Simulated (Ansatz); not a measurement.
An Ansatz (a first-principles code) run. Input:

Ansatz 0.2 input:
```yaml
crystal:
  lattice:
    - [4.0042452416, 0.0, 0.0]
    - [-2.0021226208, 3.4677781022, 0.0]
    - [0.0, 0.0, 13.1452525024]
  atoms:
    - { symbol: Ge, position: [0.0, 0.0, 0.4068154366] }
    - { symbol: Ge, position: [0.0, 0.0, 0.5931845634] }
    - { symbol: Ge, position: [0.0, 0.0, 0.9068154366] }
    - { symbol: Ge, position: [0.0, 0.0, 0.0931845634] }
    - { symbol: Ge, position: [0.3333333333, 0.6666666667, 0.3441307014] }
    - { symbol: Ge, position: [0.6666666667, 0.3333333333, 0.6558692986] }
    - { symbol: Ge, position: [0.6666666667, 0.3333333333, 0.8441307014] }
    - { symbol: Ge, position: [0.3333333333, 0.6666666667, 0.1558692986] }
kpoints:
  mp_grid: { grid: [25, 25, 7] }
hamiltonian:
  xc: pbesol
  pseudopotentials: { kind: paw }
scf:
  occupations: { method: fermi_dirac, width: 0.1 }
elastic: { mode: relaxed_ion, stencil: two_point, amplitude: 0.005, f_tol: 0.0005 }
```

Output (shortened):

```
Pseudopotential: Ge, paw, valence charge 14
Functional definition: PBEsol
Crystal: 8 atoms, lattice volume = 182.533 Å³
Basis set: ecut = 420 eV, 3583 PW (Γ), exchange–correlation on 54×54×180 points (8 copies of the dense FFT grid, shifted against one another)
Bands: 68, of which v1, the nominal top of the filled ones, is band 56 counted from 1 (55 counted from 0)
Symmetry: 24 space group operations
Space group: P63/mmc (ITA 194), of the structure as read, at distance tolerance 5.7e-5 Å
k-points: 260 of 4375
SCF 1 converged in 12 iterations: F = -34027.923313 eV  dr2 = 1.38e-15
relax step   1: F+E_penalty+E_count = -34027.92331274 eV  Δ(F+E_penalty+E_count) = +0.000e0 eV  max|allowed force component| = 2.778e-3 eV/Å  Δτ_max = 0.0000 Å  (12 SCF iters, accepted)
Crystal: 8 atoms, lattice volume = 182.533 Å³
SCF 2 converged in 10 iterations: F = -34027.923314 eV  dr2 = 2.16e-14
relax step   2: F+E_penalty+E_count = -34027.92331357 eV  Δ(F+E_penalty+E_count) = -8.357e-7 eV  max|allowed force component| = 1.007e-4 eV/Å  Δτ_max = 0.0001 Å  (10 SCF iters, accepted)
Crystal: 8 atoms, lattice volume = 182.533 Å³
SCF 3 converged in 10 iterations: F = -34027.923314 eV  dr2 = 8.76e-17
Crystal: 8 atoms, lattice volume = 181.620 Å³
Basis set: ecut = 420 eV, 3559 PW (Γ), exchange–correlation on 54×54×180 points (8 copies of the dense FFT grid, shifted against one another)
Symmetry: 8 space group operations
k-points: 676 of 4375
SCF 4 converged in 12 iterations: F = -34027.921047 eV  dr2 = 6.62e-15
relax step   1: F+E_penalty+E_count = -34027.92104724 eV  Δ(F+E_penalty+E_count) = +0.000e0 eV  max|allowed force component| = 3.692e-2 eV/Å  Δτ_max = 0.0000 Å  (12 SCF iters, accepted)
Crystal: 8 atoms, lattice volume = 181.620 Å³
SCF 5 converged in 9 iterations: F = -34027.921437 eV  dr2 = 1.01e-14
relax step   2: F+E_penalty+E_count = -34027.92143744 eV  Δ(F+E_penalty+E_count) = -3.902e-4 eV  max|allowed force component| = 2.673e-3 eV/Å  Δτ_max = 0.0038 Å  (9 SCF iters, accepted)
Crystal: 8 atoms, lattice volume = 181.620 Å³
SCF 6 converged in 8 iterations: F = -34027.921439 eV  dr2 = 4.54e-15
relax step   3: F+E_penalty+E_count = -34027.92143896 eV  Δ(F+E_penalty+E_count) = -1.523e-6 eV  max|allowed force component| = 7.469e-5 eV/Å  Δτ_max = 0.0003 Å  (8 SCF iters, accepted)
Crystal: 8 atoms, lattice volume = 181.620 Å³
SCF 7 converged in 10 iterations: F = -34027.921439 eV  dr2 = 3.03e-17
Crystal: 8 atoms, lattice volume = 183.445 Å³
Basis set: ecut = 420 eV, 3599 PW (Γ), exchange–correlation on 54×54×180 points (8 copies of the dense FFT grid, shifted against one another)
SCF 8 converged in 12 iterations: F = -34027.920958 eV  dr2 = 1.29e-14
relax step   1: F+E_penalty+E_count = -34027.92095807 eV  Δ(F+E_penalty+E_count) = +0.000e0 eV  max|allowed force component| = 3.546e-2 eV/Å  Δτ_max = 0.0000 Å  (12 SCF iters, accepted)
Crystal: 8 atoms, lattice volume = 183.445 Å³
SCF 9 converged in 9 iterations: F = -34027.921327 eV  dr2 = 1.18e-14
relax step   2: F+E_penalty+E_count = -34027.92132669 eV  Δ(F+E_penalty+E_count) = -3.686e-4 eV  max|allowed force component| = 8.559e-4 eV/Å  Δτ_max = 0.0040 Å  (9 SCF iters, accepted)
Crystal: 8 atoms, lattice volume = 183.445 Å³
SCF 10 converged in 7 iterations: F = -34027.921327 eV  dr2 = 1.51e-14
relax step   3: F+E_penalty+E_count = -34027.92132692 eV  Δ(F+E_penalty+E_count) = -2.207e-7 eV  max|allowed force component| = 1.000e-5 eV/Å  Δτ_max = 0.0001 Å  (7 SCF iters, accepted)
Crystal: 8 atoms, lattice volume = 183.445 Å³
SCF 11 converged in 10 iterations: F = -34027.921327 eV  dr2 = 2.18e-17
Crystal: 8 atoms, lattice volume = 181.620 Å³
SCF 12 converged in 12 iterations: F = -34027.920633 eV  dr2 = 2.76e-15
relax step   1: F+E_penalty+E_count = -34027.92063340 eV  Δ(F+E_penalty+E_count) = +0.000e0 eV  max|allowed force component| = 5.051e-2 eV/Å  Δτ_max = 0.0000 Å  (12 SCF iters, accepted)
Crystal: 8 atoms, lattice volume = 181.620 Å³
SCF 13 converged in 8 iterations: F = -34027.921071 eV  dr2 = 9.18e-15
relax step   2: F+E_penalty+E_count = -34027.92107122 eV  Δ(F+E_penalty+E_count) = -4.378e-4 eV  max|allowed force component| = 2.510e-3 eV/Å  Δτ_max = 0.0024 Å  (8 SCF iters, accepted)
Crystal: 8 atoms, lattice volume = 181.620 Å³
SCF 14 converged in 7 iterations: F = -34027.921072 eV  dr2 = 1.36e-14
relax step   3: F+E_penalty+E_count = -34027.92107200 eV  Δ(F+E_penalty+E_count) = -7.784e-7 eV  max|allowed force component| = 4.497e-5 eV/Å  Δτ_max = 0.0001 Å  (7 SCF iters, accepted)
Crystal: 8 atoms, lattice volume = 181.620 Å³
SCF 15 converged in 10 iterations: F = -34027.921072 eV  dr2 = 2.02e-17
Crystal: 8 atoms, lattice volume = 183.445 Å³
Basis set: ecut = 420 eV, 3597 PW (Γ), exchange–correlation on 54×54×180 points (8 copies of the dense FFT grid, shifted against one another)
SCF 16 converged in 12 iterations: F = -34027.920866 eV  dr2 = 4.15e-15
relax step   1: F+E_penalty+E_count = -34027.92086624 eV  Δ(F+E_penalty+E_count) = +0.000e0 eV  max|allowed force component| = 4.677e-2 eV/Å  Δτ_max = 0.0000 Å  (12 SCF iters, accepted)
Crystal: 8 atoms, lattice volume = 183.445 Å³
SCF 17 converged in 8 iterations: F = -34027.921259 eV  dr2 = 1.30e-14
relax step   2: F+E_penalty+E_count = -34027.92125906 eV  Δ(F+E_penalty+E_count) = -3.928e-4 eV  max|allowed force component| = 1.817e-3 eV/Å  Δτ_max = 0.0021 Å  (8 SCF iters, accepted)
Crystal: 8 atoms, lattice volume = 183.445 Å³
SCF 18 converged in 7 iterations: F = -34027.921259 eV  dr2 = 2.88e-14
relax step   3: F+E_penalty+E_count = -34027.92125949 eV  Δ(F+E_penalty+E_count) = -4.294e-7 eV  max|allowed force component| = 2.386e-5 eV/Å  Δτ_max = 0.0001 Å  (7 SCF iters, accepted)
Crystal: 8 atoms, lattice volume = 183.445 Å³
SCF 19 converged in 10 iterations: F = -34027.921259 eV  dr2 = 3.51e-17
Crystal: 8 atoms, lattice volume = 182.532 Å³
Basis set: ecut = 420 eV, 3587 PW (Γ), exchange–correlation on 54×54×180 points (8 copies of the dense FFT grid, shifted against one another)
Symmetry: 4 space group operations
k-points: 1144 of 4375
SCF 20 converged in 12 iterations: F = -34027.922619 eV  dr2 = 2.30e-15
relax step   1: F+E_penalty+E_count = -34027.92261934 eV  Δ(F+E_penalty+E_count) = +0.000e0 eV  max|allowed force component| = 2.730e-2 eV/Å  Δτ_max = 0.0000 Å  (12 SCF iters, accepted)
Crystal: 8 atoms, lattice volume = 182.532 Å³
SCF 21 converged in 9 iterations: F = -34027.922749 eV  dr2 = 3.59e-15
relax step   2: F+E_penalty+E_count = -34027.92274875 eV  Δ(F+E_penalty+E_count) = -1.294e-4 eV  max|allowed force component| = 7.351e-4 eV/Å  Δτ_max = 0.0017 Å  (9 SCF iters, accepted)
Crystal: 8 atoms, lattice volume = 182.532 Å³
SCF 22 converged in 8 iterations: F = -34027.922749 eV  dr2 = 1.47e-15
relax step   3: F+E_penalty+E_count = -34027.92274885 eV  Δ(F+E_penalty+E_count) = -9.157e-8 eV  max|allowed force component| = 4.934e-5 eV/Å  Δτ_max = 0.0001 Å  (8 SCF iters, accepted)
Crystal: 8 atoms, lattice volume = 182.532 Å³
SCF 23 converged in 10 iterations: F = -34027.922749 eV  dr2 = 1.22e-16
Crystal: 8 atoms, lattice volume = 182.532 Å³
SCF 24 converged in 11 iterations: F = -34027.922619 eV  dr2 = 3.96e-14
relax step   1: F+E_penalty+E_count = -34027.92261934 eV  Δ(F+E_penalty+E_count) = +0.000e0 eV  max|allowed force component| = 2.730e-2 eV/Å  Δτ_max = 0.0000 Å  (11 SCF iters, accepted)
Crystal: 8 atoms, lattice volume = 182.532 Å³
SCF 25 converged in 8 iterations: F = -34027.922749 eV  dr2 = 8.06e-14
relax step   2: F+E_penalty+E_count = -34027.92274858 eV  Δ(F+E_penalty+E_count) = -1.292e-4 eV  max|allowed force component| = 8.586e-4 eV/Å  Δτ_max = 0.0020 Å  (8 SCF iters, accepted)
Crystal: 8 atoms, lattice volume = 182.532 Å³
SCF 26 converged in 8 iterations: F = -34027.922749 eV  dr2 = 2.21e-14
relax step   3: F+E_penalty+E_count = -34027.92274885 eV  Δ(F+E_penalty+E_count) = -2.678e-7 eV  max|allowed force component| = 4.733e-5 eV/Å  Δτ_max = 0.0003 Å  (8 SCF iters, accepted)
Crystal: 8 atoms, lattice volume = 182.532 Å³
SCF 27 converged in 10 iterations: F = -34027.922749 eV  dr2 = 8.71e-17
SCF converged after 10 iterations
Stability not checked: this state was not tested for a lower state beside it, because too few of the mixer's solves of this state at the end of the SCF gave a …
Free energy (F): -34027.923314 eV
Harris-Foulkes:  -34027.923314 eV  (|F-HF|=0.00e0)
Internal energy: -34027.913233 eV  (E = F + TS)
E sigma→0 (E₀):  -34027.918273 eV
Entropy (-TS):   -0.010080 eV (-1.260 meV/atom)
Fermi energy:    8.420259 eV
--- Per-component energies (eV) ---
  E_band       = -1220.556182
  E_kinetic    = 892.043213
  E_local      = -19836.426340  (includes V_loc(G=0)·N_el)
  E_nonlocal   = 3361.246789
  E_hartree    = 8693.467904
  E_xc         = -599.566339
  E_vxc        = -517.631435  (∫ρ·V_xc dr)
  E_paw        = -15833.118224  (= ΣΔE_a)
  E_vpaw       = -2506.726781  (= ΣTr[D̂ρ^β])
  E_aug_tail   = 0.002563  (compensation charges beyond the density's cutoff)
  E_ewald      = -10712.906290
  E_core_change = 7.343490  (= ΣΔE_core)
  E_smearing   = -0.010080  (= −TS)
  E_closure    = 0.000000  (closes the sum)
  Σ components = -34027.923314   (vs F -34027.923314, Δ=0.00e0)
--- Forces (eV/Å), atoms counted from 1 ---
  atom   1  Ge     0.00000000     0.00000000     0.00007554
  atom   2  Ge     0.00000000     0.00000000    -0.00007554
  atom   3  Ge     0.00000000     0.00000000     0.00007554
  atom   4  Ge     0.00000000     0.00000000    -0.00007554
  atom   5  Ge     0.00000000     0.00000000    -0.00010068
  atom   6  Ge     0.00000000     0.00000000     0.00010068
  atom   7  Ge     0.00000000     0.00000000    -0.00010068
  atom   8  Ge     0.00000000     0.00000000     0.00010068
  max |Σ_I F_I| component: 3.24e-17 eV/Å
--- Stress (GPa, compression-positive) ---
       -0.011770       0.000000       0.000000
        0.000000      -0.011770       0.000000
        0.000000       0.000000       0.013131
  P = ⅓ Tr σ = -0.0035 GPa (-0.035 kbar)
--- Band table (eV; the first three rows and the last of 260) ---
  k-point 0: bands = ["-16.4987", "-16.4987", "-16.4896", "-16.4896", "-16.4855", "-16.4855", "-16.4720", "-16.4680", "-16.4676", "-16.4676", "-16.4504", "-16.4475", "-16.4362", "-16.4362", "-16.4109", "-16.4109", "-16.4071", "-16.4071", "-16.3897", …
  k-point 1: bands = ["-16.4984", "-16.4984", "-16.4909", "-16.4909", "-16.4838", "-16.4838", "-16.4718", "-16.4685", "-16.4685", "-16.4682", "-16.4502", "-16.4476", "-16.4351", "-16.4351", "-16.4141", "-16.4141", "-16.4042", "-16.4042", "-16.3901", …
  k-point 2: bands = ["-16.4977", "-16.4977", "-16.4931", "-16.4931", "-16.4808", "-16.4808", "-16.4713", "-16.4708", "-16.4708", "-16.4688", "-16.4497", "-16.4480", "-16.4322", "-16.4322", "-16.4188", "-16.4188", "-16.4003", "-16.4003", "-16.3916", …
  k-point 259: bands = ["-16.5232", "-16.5231", "-16.5151", "-16.5148", "-16.5147", "-16.5113", "-16.4997", "-16.4992", "-16.4183", "-16.4173", "-16.4092", "-16.3998", "-16.3662", "-16.3643", "-16.3542", "-16.3524", "-16.3438", "-16.3435", "-16.3410", …
--- Elastic constants: 3 strain directions × 2 members + reference (group order 24) ---
  dense FFT box of the reference and of every strained cell: 27×27×90
  strains applied: 11, 33, 23; error gains …
  reference relaxed by the batch: 2 steps …
  largest displacement 1.5e-4 Å; the constants are those of the deck's cell at these positions:
  atoms:
    - { symbol: Ge, position: [0.0, 0.0, 0.4068267710706262] }
    - { symbol: Ge, position: [0.0, 0.0, 0.593173228929374] }
    - { symbol: Ge, position: [0.0, 0.0, 0.9068267710706261] }
    - { symbol: Ge, position: [0.0, 0.0, 0.0931732289293739] }
    - { symbol: Ge, position: [0.33333333333333337, 0.6666666666666669, 0.34413198431072783] }
    - { symbol: Ge, position: [0.6666666666666667, 0.33333333333333337, 0.6558680156892721] }
    - { symbol: Ge, position: [0.6666666666666667, 0.33333333333333337, 0.844131984310728] }
    - { symbol: Ge, position: [0.33333333333333337, 0.6666666666666669, 0.15586801568927217] }
  C = ∂σ_k/∂η_j (tension-positive GPa; Voigt order 11 22 33 23 13 12):
       135.766     38.804     26.834      0.000      0.000      0.000
        38.804    135.766     26.834      0.000      0.000      0.000
        26.863     26.863    151.215      0.000      0.000      0.000
         0.000      0.000      0.000     40.006      0.000      0.000
         0.000      0.000      0.000      0.000     40.006      0.000
         0.000      0.000      0.000      0.000      0.000     48.481
  reference stress σ⁰ (GPa):      0.012      0.012     -0.013      0.000      0.000      0.000
  moduli (Voigt/Reuss/Hill, GPa): K = 67.53/67.52/67.52   G = 47.72/46.52/47.12   E = 114.68   ν = 0.217
  mechanically stable: yes (min eigenvalue of sym C = 40.01 GPa)
  strain η (Voigt 11):  stress-route row diagonal C_11 = 135.77 GPa, energy-path curvature d²(F+E_count+ΔE)/dδ²/Ω₀ = 135.63 GPa
         δ    σ_11 (GPa)             F (eV)   n_scf  n_hpsi   n_pw
    -5.000e-3      -0.6778      -34027.9214390      10  781552   3592   relax 3 steps, max|allowed force component| 7.47e-5 eV/Å
     5.000e-3       0.6799      -34027.9213269      10  806328   3623   relax 3 steps, max|allowed force component| 1.00e-5 eV/Å
  strain η (Voigt 33):  stress-route row diagonal C_33 = 151.22 GPa, energy-path curvature d²(F+E_count+ΔE)/dδ²/Ω₀ = 150.95 GPa
         δ    σ_33 (GPa)             F (eV)   n_scf  n_hpsi   n_pw
    -5.000e-3      -0.7793      -34027.9210720      10  309944   3583   relax 3 steps, max|allowed force component| 4.50e-5 eV/Å
     5.000e-3       0.7329      -34027.9212595      10  299871   3622   relax 3 steps, max|allowed force component| 2.39e-5 eV/Å
  strain η (Voigt 23):  stress-route row diagonal C_44 = 40.01 GPa, energy-path curvature d²(F+E_count+ΔE)/dδ²/Ω₀ = 39.75 GPa
         δ    σ_23 (GPa)             F (eV)   n_scf  n_hpsi   n_pw
    -5.000e-3      -0.2000      -34027.9227488      10  1361796   3606   relax 3 steps, max|allowed force component| 4.93e-5 eV/Å
     5.000e-3       0.2000      -34027.9227488      10  1354352   3606   relax 3 steps, max|allowed force component| 4.73e-5 eV/Å
```

Cost: about 90 core-minutes (a rough figure) on shared cores.

Space group P6_3/mmc. The workflow started from a Materials Project entry (that database holds measured and hypothetical structures alike); the Crystallography Open Database copy checked does not list it. It is not the phase usual at ambient conditions (space group No. 227). The PBEsol relaxation kept the symmetry of its start; of distortions, only those at the zone centre were tested. As this level gives no gap, shear constants depend on the k-mesh and smearing (Fermi–Dirac, 0.1 eV here). Spin–orbit coupling is left out wherever it is not named.

Potentials: the later of the program's two PAW sets.

Ansatz is a plane-wave DFT program.
